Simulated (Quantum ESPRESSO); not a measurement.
## InGaYHf5 (a guest atom moved from site to site)

Computed values, not a measurement. The program is pw.x of Quantum ESPRESSO 7.5 (plane-wave density functional theory). The cell is made up: eight metal atoms on a face-centred cubic lattice, with elements, volume, strain and displacements drawn at random and not relaxed, so it may be unstable or far from any real phase. PseudoDojo standard norm-conserving files set the functional (PBE unless stated); there is no spin polarisation or spin-orbit coupling, the Fermi-Dirac width of 0.25 eV means electrons at about 2900 K, and the masses in the input are unused placeholders. Heavy elements are run without spin-orbit coupling, which real alloys of them have. A spin test at this wide smearing found no moment, but such smearing suppresses magnetism that the real alloy may have.

The runs move one Y atom among sites that otherwise hold Hf. Cell, positions, cutoff, mesh and smearing stay as in the input of run 1; sites are counted in its order. Stress in the tables is positive in tension.

Input of run 1:

```
&control calculation='scf', pseudo_dir='./dojo.nc.sr.pbe.v0_5.standard.upf', outdir='./o', disk_io='medium', tprnfor=.true., tstress=.true. /
&system ibrav=0, nat=8, ntyp=4, nbnd=65, ecutwfc=79.96652505, nosym=.true., tot_charge=0,
 occupations='smearing', smearing='fd', degauss=0.0183746611
/
&electrons conv_thr=1.470e-08, electron_maxstep=70, mixing_beta=0.5 /
ATOMIC_SPECIES
Ga 1.0 Ga.upf
Hf 1.0 Hf.upf
In 1.0 In.upf
Y 1.0 Y.upf
CELL_PARAMETERS angstrom
0.002 2.2771 2.2881
-4.4159 2.2248 -2.2396
-4.4126 -6.679 6.7079
ATOMIC_POSITIONS angstrom
In 0.0386 -0.006 -0.0043
Ga -4.402 -4.4527 4.4782
Y -4.4216 -2.2187 2.2726
Hf -4.5036 0.0121 0.087
Hf -2.1837 -2.1796 4.4848
Hf -2.2411 -0.0128 2.2646
Hf -2.1749 2.2432 -0.0323
Hf -6.5803 -2.1602 4.5434
K_POINTS automatic
7 5 3 1 1 1
```

| run | elements on sites 1 to 8 | free energy less that of run 1 (eV) | -TS (eV) | pressure (GPa) | stress xx (GPa) | stress yy (GPa) | stress zz (GPa) | stress yz (GPa) | stress xz (GPa) | stress xy (GPa) | iterations |
| --- | --- | --- | --- | --- | --- | --- | --- | --- | --- | --- | --- |
| 1 | In Ga Y Hf Hf Hf Hf Hf | 0.000 | -1.661 | 0.88 | -0.88 | -1.06 | -0.70 | 1.09 | 0.02 | 0.22 | 16 |
| 2 | In Ga Hf Y Hf Hf Hf Hf | -0.024 | -1.662 | 0.88 | -0.85 | -1.04 | -0.76 | 1.12 | -0.04 | 0.15 | 16 |
| 3 | In Ga Hf Hf Hf Y Hf Hf | -0.285 | -1.673 | 0.87 | -0.43 | -1.21 | -0.97 | 1.43 | -0.22 | 0.40 | 17 |
| 4 | In Ga Hf Hf Hf Hf Y Hf | -0.891 | -1.682 | 1.07 | -0.19 | -1.66 | -1.36 | 1.33 | -0.30 | 0.49 | 17 |

Forces Fx Fy Fz (eV/Å):

| site | run 1 | run 2 | run 3 | run 4 |
| --- | --- | --- | --- | --- |
| 1 | -0.15 -0.10 0.10 | -0.13 0.05 -0.06 | 0.18 0.09 -0.09 | -0.16 -0.13 0.09 |
| 2 | -0.11 0.08 -0.06 | -0.09 0.24 -0.22 | -0.09 0.24 -0.22 | 0.26 0.43 -0.45 |
| 3 | 0.15 0.00 -0.15 | 0.23 -0.13 -0.04 | -0.53 -0.18 0.02 | 0.14 0.15 -0.29 |
| 4 | 0.51 -0.05 -0.50 | 0.80 -0.08 -0.42 | 0.51 -0.43 -0.11 | 0.04 -0.70 0.17 |
| 5 | -0.59 -0.30 0.55 | -1.45 -0.77 1.02 | -0.58 -0.71 0.99 | -0.69 -0.39 0.62 |
| 6 | 0.66 0.84 -0.45 | -0.13 0.46 -0.10 | 0.23 0.77 -0.42 | -0.06 0.28 0.09 |
| 7 | 0.01 0.13 0.07 | 0.56 0.45 -0.22 | 0.04 0.39 -0.18 | 0.25 0.23 0.02 |
| 8 | -0.48 -0.60 0.45 | 0.21 -0.21 0.04 | 0.24 -0.16 0.00 | 0.23 0.12 -0.25 |

The sites are displaced and not relaxed, so the energy differences mix bonding between neighbours with strain and are not ordering energies. A rerun of one cell of this series at a higher cutoff and on a denser mesh moved values by no more than 0.014 eV in energy, 0.04 GPa in stress and 0.006 eV/Å in force, and a second program with other atomic files agreed on that cell to 2 % rms in force and 0.5 GPa in pressure.